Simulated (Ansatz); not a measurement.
A geometry of Br away from equilibrium: the start of the relaxation of a randomly generated symmetric cell of Br (space group No. 15). These are PBE (plane waves to 420 eV, PAW, scalar-relativistic; Ansatz, a program for electronic structure) values and carry that method's errors. Γ-centred k-mesh 6×6×4 on the run's cell (coarser than for final values), Fermi–Dirac smearing 0.05 eV.

```xyz
4
Lattice="3.2694 -2.6709 0.0000 3.2694 2.6709 0.0000 -1.1321 0.0000 6.6026" Properties=species:S:1:pos:R:3:forces:R:3 pbc="T T T" free_energy=-11130.900 pressure_GPa=17.6
Br     2.9864    -1.1147     1.6507    0.0000    4.5489    0.0000
Br     2.4204     1.1147     4.9520    0.0000   -4.5489    0.0000
Br     0.0000     0.0000     0.0000    0.0000    0.0000    0.0000
Br    -0.5660     0.0000     3.3013    0.0000    0.0000    0.0000
```

Positions in Å, forces in eV/Å, free energy of the cell in eV (comparable only within this code, potentials and settings). Largest force: 4.55 eV/Å, on Br1, Br2 (atoms numbered as listed); the geometry lies 0.51 eV/atom above the end of its relaxation.

No spin polarisation in the result. No dispersion correction is included, so spacings between layers, chains or molecules are soft and tend to come out too large.

The run could not lose the symmetry of its start: the end is stationary, and may be a saddle point rather than a minimum.

The end of the path is a generated cell of Br: the first start was made by a random draw of sites in a space group, and the end was not matched to a known phase here, so it may be hypothetical. Known forms of Br include space group No. 64.
